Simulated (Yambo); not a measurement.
Yambo run on SrO$_{2}$ (space group Pnma, No. 62). The wavefunctions are PBEsol (pw.x of Quantum ESPRESSO, ONCV potentials, scalar-relativistic) ones on a 1×2×2 mesh (44 occupied bands); a = 8.511 Å, b = 4.947 Å, c = 4.724 Å, α = 90.00°, β = 90.00°, γ = 90.00°.

Yambo input:

```
rim_cut
HF_and_locXC
RandQpts= 1000000
RandGvec= 1 Ry
EXXRLvcs= 84 Ry
VXCRLvcs= 336 Ry
% QPkrange
 1 | 1 | 44 | 45 |
 2 | 2 | 44 | 45 |
 3 | 3 | 44 | 45 |
 4 | 4 | 44 | 45 |
%
```

k points by index: 1 = Γ, 2 = (0, 0, -0.5), 3 = (0, -0.5, 0), 4 = (0, -0.5, -0.5).

Resulting energies as the program prints them:

```
#    K-point    Band    Eo [eV]    Ehf [eV]    Vxc [eV]    Vnlxc [eV]
#
    1    44    -0.095304    -5.907042    -19.25899    -25.07072
    1    45    3.915891    8.763406    -11.22100    -6.373487
    2    44    -0.048213    -5.818206    -19.32787    -25.09786
    2    45    2.719907    8.141403    -14.85435    -9.432849
    3    44    0.000000    -5.771020    -19.50626    -25.27728
    3    45    4.302212    10.59620    -16.08879    -9.794801
    4    44    -0.082836    -5.834719    -19.23157    -24.98346
    4    45    3.158323    9.080429    -16.29431    -10.37220
```
Exchange alone, without screening.

Geometry of the Materials Project entry, not relaxed at this level.

The structure is a Materials Project entry; no match was found in the copy of COD used, and its stability was not checked.
